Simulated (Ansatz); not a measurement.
Relaxed-ion elastic tensor of ZrTiO4 in space group P2_12_12 (No. 18; Zr on 2b, Ti on 2a, O on 4c, O on 4c) in GPa (Voigt order), plane-wave PAW PBEsol (Ansatz code); density 5.00 g/cm³, 11.25 Å³ per atom.

|  | 1 | 2 | 3 | 4 | 5 | 6 |
|---|---|---|---|---|---|---|
| 1 | 298 | 174 | 177 | 0.0 | 0.0 | 0.0 |
| 2 | 174 | 323 | 123 | 0.0 | 0.0 | 0.0 |
| 3 | 177 | 123 | 277 | 0.0 | 0.0 | 0.0 |
| 4 | 0.0 | 0.0 | 0.0 | 69.6 | 0.0 | 0.0 |
| 5 | 0.0 | 0.0 | 0.0 | 0.0 | 79.7 | 0.0 |
| 6 | 0.0 | 0.0 | 0.0 | 0.0 | 0.0 | 106 |

Question: Is the crystal mechanically stable?

Answer: Yes: the smallest eigenvalue of C is 69.6 GPa.

Question: Work out the Voigt, Reuss and Hill averages.

Answer: K_V = 205, K_R = 202, K_H = 204; G_V = 79.4, G_R = 74.5, G_H = 76.9 GPa.

Question: Give Young's modulus, Poisson's ratio, Pugh's ratio and the universal anisotropy index.

Answer: E = 9KG/(3K + G) = 205 GPa; ν = 0.33; K/G = 2.65 (ductile by the Pugh limit of 1.75); A_U = 5G_V/G_R + K_V/K_R − 6 = 0.34.

Question: Estimate the sound speeds and the Debye temperature.

Answer: v_l = √((K + 4G/3)/ρ) = 7830 m/s, v_t = √(G/ρ) = 3920 m/s, mean 4400 m/s; Θ = (h/k)(3n/4πV)^(1/3) v_m = 585 K.

Question: Solve the Christoffel equation for the three sound speeds along x, y, z.

Answer: Eigenvalues of C_ijkl n_j n_l equal ρv² (piezoelectric stiffening left out). In km/s, slowest first: x 3.99, 4.61, 7.73; y 3.73, 4.61, 8.04; z 3.73, 3.99, 7.44.

Question: How much does each axis shrink under pressure?

Answer: Linear compressibilities β_i = Σ_j S_ij (j = 1 to 3): x 1.1, y 1.7, z 2.2 per TPa.

The first step of the workflow began from a Materials Project structure, measured or hypothetical; the Crystallography Open Database copy checked does not list it. With Zr and Ti taken as one species the cell has the higher symmetry Pbcn, so it may be an ordered model of a mixed-site phase. Its standing as an ambient phase is unchecked. The cell was relaxed with PBEsol under the symmetry of its start; its stability against distortions is not shown here. The run is not spin-polarised.

Potentials: the later of the program's two PAW sets.
